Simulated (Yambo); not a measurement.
HfS$_{2}$ (CdI2 type, space group P-3m1, No. 164), G0W0@PBEsol in Yambo; all else as in the reference (6×6×2 Γ-centred k mesh, bands 2 to 157 and a 10 Ry block in the screening, 157 bands in G with the Bruneval-Gonze terminator, plasmon pole fitted at 27.2 eV). One parameter is varied: the cutoff of the exchange sum, over 5, 10, 20, 40, 58 Ry.

Task: From which value on does the gap Γ → L stay within 0.05 eV of the largest setting?

Result: From 20 Ry on.
```csv
cutoff of the exchange sum (Ry),G0W0 gap (eV),valence shift (eV)
5,2.81,-0.45
10,2.58,-0.71
20,2.40,-0.78
40,2.38,-0.79
58,2.38,-0.79
```
The last step of the sweep still moves the gap by 0 meV; the other settings are held fixed.

Spin-orbit coupling is not included.

Geometry of the Materials Project entry, not relaxed at this level; primitive cell a = 3.640 Å, b = 3.640 Å, c = 6.056 Å, α = 90.00°, β = 90.00°, γ = 120.00°.

A shift is the quasiparticle energy of the state minus its PBEsol energy.

The distance between layers or molecules is the database entry's, not relaxed here. Functionals without dispersion can leave it too large, which widens gaps and weakens the response across layers: the numbers belong to this cell.
